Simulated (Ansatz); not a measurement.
The relaxed structure here is a generated cell of ZnCu2SnS4: the first start was made by a random draw of sites in a space group, and the end was not matched to a known phase here, so it may be hypothetical. Known forms of ZnCu2SnS4 include space group No. 82.

One stationary structure of ZnCu$_{2}$SnS$_{4}$. Space group P1 (No. 1). Computed with PBE (plane waves to 420 eV, PAW, scalar-relativistic; Ansatz, an electronic-structure program).

```cif
data_Cu2S4SnZn
_chemical_formula_sum 'Cu2 S4 Sn1 Zn1'
_space_group_name_H-M_alt 'P1'
_space_group_IT_number 1
_space_group_name_Hall 'P 1'
_cell_length_a 4.83711
_cell_length_b 6.45366
_cell_length_c 6.45800
_cell_angle_alpha 111.532
_cell_angle_beta 107.911
_cell_angle_gamma 101.445
loop_
_atom_site_label
_atom_site_type_symbol
_atom_site_symmetry_multiplicity
_atom_site_Wyckoff_symbol
_atom_site_fract_x
_atom_site_fract_y
_atom_site_fract_z
_atom_site_occupancy
Cu1 Cu 1 a 0.87171 0.66450 0.25701 1
Cu2 Cu 1 a 0.81497 0.22161 0.13818 1
S1 S 1 a 0.47884 0.33431 0.92223 1
S2 S 1 a 0.68131 0.86067 0.53692 1
S3 S 1 a 0.07046 0.98434 0.19385 1
S4 S 1 a 0.29064 0.66380 0.55746 1
Sn1 Sn 1 a 0.62068 0.26878 0.54808 1
Zn1 Zn 1 a 0.18547 0.95556 0.85917 1
```

Q: What band gap does PBE give?

A: 1.09 eV, indirect (valence top at X, conduction bottom at k = (0.125, -0.3333, -0.3333)) (no spin-orbit coupling).

Q: Give the smallest direct gap at the level PBE.

A: 1.47 eV at V2.

The relaxed cell holds bonded S–S pairs (2.13 Å). No spin polarisation in the result.

It was reached from a disturbed copy of a I-4m2 (No. 119) cell, against which it lies -0.51 eV/atom.
